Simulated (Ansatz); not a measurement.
All numbers below come from DFT PBE, scalar-relativistic, plane waves, PAW (Ansatz). All cells share a 420 eV cutoff and Γ-centred k meshes spaced at most about 0.3 Å⁻¹ (about 0.25 or finer for metals, 2π included). No spin polarisation in the final relaxations.

All energies are static (0 K, no zero-point motion). All come from trial cells, and lower structures may exist.

Question: Order these relaxed structures of Ca₄AlO by energy, lowest first, with the energy over the lowest of them.
A. Space group P-6m2 (No. 187), hexagonal, a = 8.643 Å, c = 3.342 Å. Ca on a site of symmetry -6m2 is surrounded by 2 Ca at 3.34 Å and 6 Ca at 3.57 Å; Ca on a site of symmetry mm2 has 2 O at 2.48 Å, 4 Ca at 3.17–3.34 Å and 2 Ca at 3.57 Å; Al has 2 Al at 3.34 Å; around O lie 6 Ca at 2.48 Å.
B. Space group P4/mmm (No. 123), tetragonal, a = 4.457 Å, c = 9.251 Å. Around Ca on a site of symmetry 4mm lie 1 O at 2.98 Å, 1 Ca at 3.30 Å, 4 Al at 3.56 Å and 4 Ca at 3.72 Å; Ca on a site of symmetry mmm has 2 O at 2.23 Å, 4 Ca at 3.15 Å and 4 Ca at 3.72 Å; around Al lie 8 Ca at 3.56 Å; O is surrounded by 4 Ca at 2.23 Å and 2 Ca at 2.98 Å.
C. Space group I422 (No. 97), tetragonal, a = 6.953 Å, c = 6.846 Å. Ca is surrounded by 2 Al at 3.05 Å, 2 O at 3.05 Å and 7 Ca at 3.57–3.78 Å; Al is surrounded by 8 Ca at 3.05 Å and 2 O at 3.42 Å; O is surrounded by 8 Ca at 3.05 Å and 2 Al at 3.42 Å.

Answer: B (0 meV/atom), C (232 meV/atom), A (422 meV/atom). Forms: B P4/mmm; C I422; A P-6m2. Counting Al or Ca atoms around O (for each partner element, those within 1.25 times its shortest distance or 1.15 times the sum of covalent radii, where it is the nearest in units of that sum or under 1.3; the shortest distance is added where it exceeds 1.18 times the sum of covalent radii): B has O 4; C has O 8 from 3.0 Å; A has O 6.

Cells relaxed within their symmetry can be saddle points. Some types were kept out of the candidates beforehand, so the set may lack a known form.
